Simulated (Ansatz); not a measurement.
AlV2C:
```
CELL_PARAMETERS angstrom
      2.87871     0.00000     0.00000
     -1.43935     2.49303     0.00000
      0.00000     0.00000    13.02097
ATOMIC_POSITIONS crystal
  Al 0.33333 0.66667 0.25000
  Al 0.66667 0.33333 0.75000
  V  0.33333 0.66667 0.58511
  V  0.66667 0.33333 0.41489
  V  0.66667 0.33333 0.08511
  V  0.33333 0.66667 0.91489
  C  0.00000 0.00000 0.00000
  C  0.00000 0.00000 0.50000
```

Relaxed with PBEsol. Special points in fractions of this cell's reciprocal vectors: Γ (0.000, 0.000, 0.000); M (0.500, 0.000, 0.000); K (0.333, 0.333, 0.000); A (0.000, 0.000, 0.500); L (0.500, 0.000, 0.500); H (0.333, 0.333, 0.500).

**Question.** List the band energies nearest the Fermi level at these points for PBEsol (plane waves, PAW; program Ansatz).

**Answer.** In eV from the Fermi level; about four levels below and three above (degenerate sets whole), none deeper than 8.9 eV; points with the same levels are listed once.

```csv
k,below,above
Γ,-0.31 -0.31 -0.29 -0.29,0.60 0.60 0.64 0.64
M,-2.59 -2.53 -1.55 -1.52,0.73 1.09 1.13
K,-1.71 -1.71 -1.31 -0.26,1.12 1.12 1.31 1.31
A,-0.30 -0.30 -0.30 -0.30,0.62 0.62 0.62 0.62
L,-2.54 -2.54 -1.53 -1.53,0.95 0.95 1.17 1.17
H,-1.60 -1.60 -0.76 -0.76,1.01 1.01 1.47 1.47
```

Space group P6_3/mmc. Symmetry was held in the PBEsol relaxation; of distortions, only those at the zone centre were tested. The run is not spin-polarised.

Potentials: the later of the program's two PAW sets.
